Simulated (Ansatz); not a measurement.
Starting cell, As (A7 type, space group R-3m):

```yaml
crystal:
  lattice:
    - [1.87288, 1.08131, 3.25124]
    - [-1.87288, 1.08131, 3.25124]
    - [0.00000, -2.16262, 3.25124]
  atoms:
    - { symbol: As, position: [0.23276, 0.23276, 0.23276] }
    - { symbol: As, position: [0.76724, 0.76724, 0.76724] }
```

Two-dimensional scan of atom 2 (As, nearest neighbour As at 2.518 Å; its periodic images, 3.7 Å or more away, move with it): u runs along (0.707, 0.707, 0.000), v along (0.000, 0.000, 1.000) (Cartesian). Cell and other atoms are fixed.

Method: PBEsol-D3(BJ) (plane waves to 420 eV, PAW, scalar-relativistic; Ansatz, a quantum-chemistry and plane-wave program). k mesh 12×12×12 (Γ-centred), Fermi-Dirac smearing 0.05 eV. The energy includes the smearing's −TS. Points where atoms come too close for the PAW data are left out (x in tables, blank in figures). With partly filled bands, energies and forces of such displacements shift with the k mesh and the smearing. As was relaxed with its symmetry unable to fall. The PAW data are Ansatz's earlier set. ΔE is measured from the undisplaced structure. Axes are in Å.

Problem. Estimate the ΔE (meV/cell) for all points of the grid u = -0.630, -0.420, -0.210, 0.000, 0.210, 0.420, 0.630 by v = -0.630, -0.420, -0.210, 0.000, 0.210, 0.420, 0.630.

Solution. ΔE (meV/cell), with u across and v down:

```
v \ u   -0.630  -0.420  -0.210  0.000  0.210  0.420  0.630
------  ------  ------  ------  -----  -----  -----  -----
-0.630     691     243      49      7     70    370   1147
-0.420     521     141      78    130     87    177    641
-0.210     710     200      81    106     68    146    527
0.000     1308     440      85      0     62    293    771
0.210     2480    1031     363    181    331    757   1425
0.420     4324    2033    1011    733    963   1589   2495
0.630        x    3294    1872   1509   1807   2625   3806
```

(A displaced cell: forces are minus the slopes of the energy, force constants its curvatures, and phonons follow from these.)
